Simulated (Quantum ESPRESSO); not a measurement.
Quadrupole interaction in SiC

```xyz
12
Lattice="3.0766 0.0000 0.0000 -1.5383 2.6644 0.0000 0.0000 0.0000 15.0981" Properties=species:S:1:pos:R:3 pbc="T T T"
Si     0.0000     1.7763    12.5765
Si     1.5383     0.8881     5.0275
Si     1.5383     0.8881    10.0629
Si     0.0000     1.7763     2.5138
Si     0.0000     0.0000     7.5450
Si     0.0000     0.0000    15.0940
C      0.0000     0.0000    13.2013
C      0.0000     0.0000     5.6523
C      0.0000     1.7763    10.6894
C      1.5383     0.8881     3.1404
C      1.5383     0.8881     8.1759
C      0.0000     1.7763     0.6269
```
The cell comes from the Materials Project (a computed structure). It is SiC in P6₃mc, a polytype of 6 double layers. Stability against distortions was not tested.

Convention: |Vzz| is the largest principal value, η_Q = (Vxx − Vyy)/Vzz, |C_Q| = |eQVzz/h|. Cores are frozen. Against all-electron runs on small test molecules, this scheme's |Vzz| missed by −6 % on Si, +9 % on C.

### Question
What do the calculations give at each independent site (field gradients by the PAW reconstruction of the field gradient on a scalar-relativistic PBE ground state (a modified build of Quantum ESPRESSO, JTH datasets), 20 Ha, k-mesh 8×8×2 through Γ)?

### Answer
| site | site symmetry | Vzz (10²¹ V/m²) | η_Q | ∣C_Q∣ (MHz) |
|---|---|---|---|---|
| Si1 (atoms 1, 2) | 3m | 0.25 | 0.00 | – |
| Si2 (atoms 3, 4) | 3m | 0.20 | 0.00 | – |
| Si3 (atoms 5, 6) | 3m | under 0.2 | – | – |
| C1 (atoms 7, 8) | 3m | 0.21 | 0.00 | – |
| C2 (atoms 9, 10) | 3m | under 0.2 | – | – |
| C3 (atoms 11, 12) | 3m | under 0.2 | – | – |
